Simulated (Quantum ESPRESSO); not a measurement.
Zn3O2FCl, a curve over strain

A calculation, not a measurement. The program is pw.x of Quantum ESPRESSO 7.5 (plane-wave density functional theory). The cell is made up: 7 atoms on a zincblende/diamond lattice with one site empty, with randomly drawn elements, strain and displacements, not relaxed. PseudoDojo standard norm-conserving files (v0.5 for PBE, v0.4.1 for LDA and PBEsol) set the functional; there is no spin polarisation, spin-orbit coupling or dispersion term, and the masses in the input are unused placeholders. A spin-polarised start on this cell or one of its family kept no moment.

Seven runs add a strain to one cell (along z); the atoms follow the cell and are not relaxed. Stress in the table is positive in tension.

Input of the run at +0.0033:

```
&control calculation='scf', pseudo_dir='./dojo.nc.sr.pbe.v0_5.standard.upf', outdir='./o', disk_io='medium', tprnfor=.true., tstress=.true. /
&system ibrav=0, nat=7, ntyp=4, nbnd=49, ecutwfc=84.00895049, nosym=.true., tot_charge=0,
 occupations='smearing', smearing='fd', degauss=0.0018374661
/
&electrons conv_thr=7.350e-09, electron_maxstep=60, /
ATOMIC_SPECIES
Cl 1.0 Cl.upf
F 1.0 F.upf
O 1.0 O.upf
Zn 1.0 Zn.upf
CELL_PARAMETERS angstrom
4.6538 0.0 0.0
0.0 4.6538 0.0
0.0 0.0 4.6692
ATOMIC_POSITIONS angstrom
Zn -0.0232 -0.1266 0.0714
Zn 0.0787 2.3084 2.3273
Zn 2.2566 2.3164 -0.0304
O 1.1248 1.2521 1.2039
F 1.0076 3.3575 3.5695
Cl 3.5757 1.196 3.5615
O 3.4747 3.5627 1.0533
K_POINTS automatic
4 4 4 1 1 1
```

```
added strain  free energy less that of the input shown (eV)  stress xx (GPa)  stress yy (GPa)  stress zz (GPa)  stress xy (GPa)  pressure (GPa)  next band up at Gamma (eV)  iterations
     -0.0209                                         0.2488           -18.98           -18.53           -18.22             5.50           18.58                       1.545          11
     -0.0084                                         0.1128           -17.06           -16.65           -16.25             5.38           16.66                       1.493          11
     -0.0046                                         0.0748           -16.50           -16.11           -15.66             5.35           16.09                       1.477          12
     +0.0033                                         0.0000           -15.38           -15.00           -14.45             5.27           14.94                       1.443          12
     +0.0065                                        -0.0283           -14.94           -14.58           -13.97             5.25           14.50                       1.430          12
     +0.0100                                        -0.0586           -14.47           -14.11           -13.44             5.22           14.01                       1.415          12
     +0.0187                                        -0.1286           -13.33           -12.99           -12.17             5.14           12.83                       1.377          12
```

A cubic fit gives a slope of stress zz against the added strain of 153 GPa at zero added strain, with the atoms clamped. Across the table the free energy follows the integral of the stress to within 0.6 meV. A rerun of one of the cells at 1437 eV and a 6 x 6 x 6 mesh moved values by no more than 0.002 eV in energy, 0.02 GPa in stress and 0.002 eV/Å in force. The band column is the level of band 44 at Gamma less that of band 43, whose number is half the electron count, rounded up; it comes from a band step after each run.